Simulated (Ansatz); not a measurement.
Given:

Zr:
Space group P6₃/mmc (No. 194); a = 3.184 Å, b = 3.184 Å, c = 5.119 Å, α = 90.00°, β = 90.00°, γ = 120.00°

```csv
atom,site,symmetry,x,y,z
Zr,2c,-6m2,0.3333,0.6667,0.2500
```

This is the PBEsol-relaxed structure.

**Question.** All from PBEsol in the plane-wave PAW code Ansatz, unless another level is named. Estimate the density of states at the Fermi level.

**Answer.** 0.90 states/eV per atom (mean over ±0.08 eV).

**Question.** What about the gap with spin–orbit coupling?

**Answer.** none (metallic).

Space group P6_3/mmc (hcp (Mg type)). The cell was relaxed with PBEsol under the symmetry of its start; of distortions, only those at the zone centre were tested. The run is not spin-polarised. Axis ratios of metals converge slowly with the k-mesh, so a and c are less sure than the volume. Scalar-relativistic: spin–orbit coupling is off unless named, which matters more the heavier the elements.

Potentials: the earlier of the program's two PAW sets.
